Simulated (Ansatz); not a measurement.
Input for Ansatz (plane-wave DFT), Mg2CdN2:

```yaml
crystal:
  lattice:
    - [3.5528825911, 0.0, 0.0]
    - [-1.7764412955, 3.0768865806, 0.0]
    - [0.0, 0.0, 5.9838310064]
  atoms:
    - { symbol: Mg, position: [0.6666666667, 0.3333333333, 0.153442] }
    - { symbol: Mg, position: [0.3333333333, 0.6666666667, 0.846558] }
    - { symbol: Cd, position: [0.0, 0.0, 0.5] }
    - { symbol: "N", position: [0.6666666667, 0.3333333333, 0.772231] }
    - { symbol: "N", position: [0.3333333333, 0.6666666667, 0.227769] }
basis:
  ecutwfc: 420
kpoints:
  mp_grid: { grid: [6, 6, 4] }
hamiltonian:
  xc: pbe
  dispersion: d3bj
scf:
  occupations: { method: gaussian, width: 0.1 }
output:
  forces: true
  stress: true
  eigenvalues: true
```

Command:

```bash
ansatz run input.yaml --threads 1 --pin off --max-ram 1331MiB --backend cpu --events-out ev --progress --plain --runs-dir out
```

Output, shortened (HF is the Harris–Foulkes energy, dr2 the density residual in eV):

```text
Pseudopotential: Mg, paw, valence charge 10, recommended cutoff 420 eV (normal)
Pseudopotential: Cd, paw, valence charge 20, recommended cutoff 420 eV (normal)
Pseudopotential: N, paw, valence charge 5, recommended cutoff 420 eV (normal)
Crystal: 5 atoms, lattice volume = 65.414 Å³
Basis set: ecut = 420 eV, 1285 PW (Γ), exchange–correlation on 48×48×80 points (8 copies of the dense FFT grid, shifted against one another)
Bands: 30, of which v1, the nominal top of the filled ones, is band 25 counted from 1 (24 counted from 0)
Symmetry: 12 space group operations
Space group: P-3m1 (ITA 164), of the structure as read, at distance tolerance 4.0e-5 Å
k-points: 24 of 144
Initial density: superposition of atomic densities, corrected by the library's trained network
SCF iter   1: HF=-12872.713062 eV  Δρ=3.34e-3  dr2=3.17e-3
SCF iter   2: HF=-12872.714300 eV  Δρ=1.58e-3  dr2=6.98e-4
SCF iter   3: HF=-12872.714107 eV  Δρ=1.93e-4  dr2=2.28e-5
SCF iter   4: HF=-12872.714040 eV  Δρ=6.33e-5  dr2=2.54e-6
SCF iter   5: HF=-12872.714041 eV  Δρ=2.36e-5  dr2=3.53e-7
SCF iter   6: F=-12872.714041 eV  HF=-12872.714041 eV  Δρ=6.27e-6  dr2=2.96e-8
SCF 1 converged in 6 iterations: F = -12872.714041 eV  dr2 = 2.96e-8
SCF converged after 6 iterations
Free energy (F): -12872.714041 eV
E sigma→0 (E₀):  -12872.714004 eV
Entropy (-TS):   -0.000074 eV (-0.015 meV/atom)
Fermi energy:    9.619149 eV
--- Forces (eV/Å), atoms counted from 1 ---
  atom   1  Mg     0.00000000     0.00000000     0.02873938
  atom   2  Mg     0.00000000    -0.00000000    -0.02873938
  atom   3  Cd     0.00000000    -0.00000000     0.00000000
  atom   4  N     -0.00000000    -0.00000000    -0.03306971
  atom   5  N      0.00000000     0.00000000     0.03306971
--- Stress (GPa, compression-positive) ---
       -4.288375       0.000000       0.000000
        0.000000      -4.288375      -0.000000
        0.000000      -0.000000      -4.327374
  P = ⅓ Tr σ = -4.3014 GPa (-43.014 kbar)
```

Settings here are deliberately varied, not converged.